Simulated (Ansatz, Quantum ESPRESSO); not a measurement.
Given: the input of a run of Quantum ESPRESSO 7.5 on AlSn. The cell comes from a database or a generator and needn't be the stable form of this composition.

pw.in

```
&CONTROL
  calculation = 'scf'
  prefix = 'pwscf'
  outdir = './tmp'
  pseudo_dir = './pseudo'
  tprnfor = .true.
  tstress = .true.
  disk_io = 'low'
/
&SYSTEM
  ibrav = 0
  nat = 2
  ntyp = 2
  ecutwfc = 60
  ecutrho = 480
  nbnd = 15
  occupations = 'smearing'
  smearing = 'fd'
  degauss = 0.00367493
/
&ELECTRONS
  conv_thr = 4d-10
  electron_maxstep = 120
  mixing_beta = 0.5
/
ATOMIC_SPECIES
Sn   118.7100 Sn_pbe_v1.uspp.F.UPF
Al    26.9815 Al.pbe-n-kjpaw_psl.1.0.0.UPF
CELL_PARAMETERS angstrom
   4.1981056157    0.0000000000    0.0000000000
  -2.0990528078    3.6356661109    0.0000000000
   0.0000000000    0.0000000000    3.3068470000
ATOMIC_POSITIONS crystal
Sn     0.3333333333    0.6666666667    0.5000000000
Al     0.0000000000    0.0000000000    0.0000000000
K_POINTS automatic
7 7 8 0 0 0
```

File pp_density.in:

```
&INPUTPP
  prefix = 'pwscf'
  outdir = './tmp'
  filplot = 'density.dat'
  plot_num = 0
/
&PLOT
  nfile = 1
  filepp(1) = 'density.dat'
  iflag = 3
  output_format = 6
  fileout = 'density.cube'
/
```

Contents of pp_potential.in:

```
&INPUTPP
  prefix = 'pwscf'
  outdir = './tmp'
  filplot = 'potential.dat'
  plot_num = 11
/
&PLOT
  nfile = 1
  filepp(1) = 'potential.dat'
  iflag = 3
  output_format = 6
  fileout = 'potential.cube'
/
```

Potentials or basis: SSSP 1.3 efficiency PBE.

Run with:

```console
$ OMP_NUM_THREADS=1 pw.x -in pw.in > pw.out
$ OMP_NUM_THREADS=1 pp.x -in pp_density.in > pp_density.out
$ OMP_NUM_THREADS=1 pp.x -in pp_potential.in > pp_potential.out
```

Task: Set up the same calculation for Ansatz 0.2.0. Potentials or basis there: Ansatz PAW, cutoff 420 eV.

Result: As run (cutoffs and basis follow the program's own potentials, and thresholds, step limits or extra output files can differ):

The input input.yaml:

```yaml
crystal:
  lattice:
    - [4.1981056157, 0.0, 0.0]
    - [-2.0990528078, 3.6356661109, 0.0]
    - [0.0, 0.0, 3.306847]
  atoms:
    - { symbol: Sn, position: [0.3333333333, 0.6666666667, 0.5] }
    - { symbol: Al, position: [0.0, 0.0, 0.0] }
hamiltonian:
  xc: pbe
  pseudopotentials: { kind: paw }
kpoints:
  mp_grid: { grid: [7, 7, 8] }
scf:
  occupations: { method: fermi_dirac, width: 0.05 }
output:
  forces: true
  stress: true
  eigenvalues: true
```

Potentials or basis: Ansatz PAW.

Launch:

```sh
$ ansatz run input.yaml --threads 2 --pin off --max-ram 5120MiB --backend cpu --events-out ev --progress --plain --runs-dir out
```

Both were run:

|  | Quantum ESPRESSO | Ansatz |
| --- | --- | --- |
| Pressure | 0.3 GPa | 0.2 GPa |

Ansatz's pressure holds a Pulay term of +0.04 GPa for its cutoff of 420 eV, which the other run lacks.

Where Ansatz's input types no cutoff or centring, it takes its own default and a Γ-centred mesh.

Pressure is positive in compression.
